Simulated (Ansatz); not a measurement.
W (Im-3m): energy against volume by PBE and RPA

```
W
1.0
    -1.58250    1.58250    1.58250
     1.58250   -1.58250    1.58250
     1.58250    1.58250   -1.58250
W
1
Direct
  0.00000 0.00000 0.00000
```

RPA total energy on PBE orbitals, soft PAW set, first generation (Ansatz); 8×8×8 mesh, wave cutoff 420 eV, correlation extrapolated to infinite response cutoff from cutoffs up to 280 eV, 14 electrons, all correlated, long-wavelength term: mesh fit. Smearing 0.1 eV. No spin-orbit coupling.

A Birch-Murnaghan fit gives PBE: V0 = 16.16 Å³ an atom (lattice constants +0.6 % against the given cell), B0 = 306 GPa.

(1) What does RPA on these orbitals give?

## Answers

(1) RPA: V0 = 15.90 Å³ an atom (lattice constants +0.1 % against the given cell), B0 = 317 GPa. The RPA points scatter about the fit by some 2 meV, so its minimum and above all its modulus are rough. The points for the whole cell, counted from the given cell:

```json
{"V/V_given": "0.92", "V (Å³)": "14.58", "PBE (meV)": "169", "Hartree-Fock expression on these orbitals (meV)": "151", "RPA (meV)": "127"}
{"V/V_given": "0.96", "V (Å³)": "15.22", "PBE (meV)": "52", "Hartree-Fock expression on these orbitals (meV)": "38", "RPA (meV)": "29"}
{"V/V_given": "1.00", "V (Å³)": "15.85", "PBE (meV)": "0", "Hartree-Fock expression on these orbitals (meV)": "0", "RPA (meV)": "0"}
{"V/V_given": "1.04", "V (Å³)": "16.49", "PBE (meV)": "1", "Hartree-Fock expression on these orbitals (meV)": "22", "RPA (meV)": "17"}
{"V/V_given": "1.08", "V (Å³)": "17.12", "PBE (meV)": "44", "Hartree-Fock expression on these orbitals (meV)": "92", "RPA (meV)": "78"}
```

Soft PAW datasets can recover too little correlation energy, by a few per cent up to a quarter and more. This ran on a trial build of the method. The mesh is coarse, so these are values at the stated settings, not converged ones.
